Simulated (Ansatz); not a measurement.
# In (R-3m): electronic heat capacity and spin susceptibility from the density of states

All numbers below come from DFT r2SCAN, scalar-relativistic, plane waves, PAW in Ansatz.

Cutoff 500 eV; k points 15×15×15 on the computed 3-atom cell (Γ-centred); Gaussian smearing, width 0.10 eV; no spin polarisation.

Relaxed cell: R-3m, a = 3.334 Å, b = 3.334 Å, c = 24.606 Å, α = 90.00°, β = 90.00°, γ = 120.00°, 3 atoms in the primitive cell. This form isn't the element's structure at ambient conditions.

The density of states at the Fermi level is 1.368 states/eV in the cell of 3 atoms (3 formula units; both spins, tetrahedra on a 23×23×23 mesh).

Problem. What Sommerfeld coefficient and Pauli susceptibility does this give?

Solution. Per formula unit N(E_F) = 0.456 states/eV. γ = (π²/3) k_B² N(E_F) N_A = 2.357 mJ/(mol K²) per state/eV, so γ = 1.1 mJ/(mol K²), a mole of formula units. χ_P = μ_B² N(E_F) N_A = 3.23×10⁻⁵ emu/mol per state/eV gives 1.5×10⁻⁵ emu/mol. This is the bare band result: a measured γ of the same phase is as a rule larger by a factor 1 + λ from phonons and spin fluctuations, the spin part of χ is larger by the Stoner factor, and a measured χ also holds orbital and core terms. N(E_F) at one energy is sensitive to the mesh where the density of states has sharp peaks.

Cost: 1 run of about 4.9 core-minutes, on Intel Xeon Platinum 8259CL (Skylake/Cascade Lake) (shared hosts).